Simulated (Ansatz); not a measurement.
**Cd: two-dimensional strain map**

Method: DFT PBEsol, scalar-relativistic, plane waves, PAW in Ansatz. Cutoff 420 eV, Γ-centred 18×18×8 k-points, Gaussian smearing of 0.15 eV. No spin polarisation. Energies are free energies at this smearing, counted from the undisturbed cell; pressure is positive in compression.

The starting cell (as given, not relaxed at this level; it stands at -1.5 GPa):

```yaml
crystal:
  lattice:
    - [2.97887, 0.00000, 0.00000]
    - [-1.48944, 2.57978, 0.00000]
    - [0.00000, 0.00000, 5.61765]
  atoms:
    - { symbol: Cd, position: [0.33333, 0.66667, 0.25000] }
    - { symbol: Cd, position: [0.66667, 0.33333, 0.75000] }
```

The cell is strained by p along both x and y and by q along z, fractional coordinates fixed. Points are written (p, q).

Energy above the undisturbed cell in meV/atom (a dash: not computed):

```csv
p \ q,-0.050,-0.025,0.000,0.025,0.050
-0.050,74.0,53.2,41.3,36.3,36.1
-0.025,18.8,7.5,1.8,2.1,7.2
0.000,0.5,-2.1,0.0,5.4,14.4
0.025,8.2,12.5,21.2,33.0,46.8
0.050,32.5,44.2,58.1,74.5,92.7
```

Pressure in GPa:

| p \ q | -0.050 | -0.025 | 0.000 | 0.025 | 0.050 |
| --- | --- | --- | --- | --- | --- |
| -0.050 | 11.3 | 9.2 | 7.5 | 6.0 | 4.9 |
| -0.025 | 5.2 | 3.5 | 2.1 | 1.0 | 0.1 |
| 0.000 | 1.0 | -0.4 | -1.5 | -2.4 | -3.1 |
| 0.025 | -2.0 | -3.0 | -3.9 | -4.6 | -5.1 |
| 0.050 | -4.0 | -4.8 | -5.4 | -5.9 | -6.2 |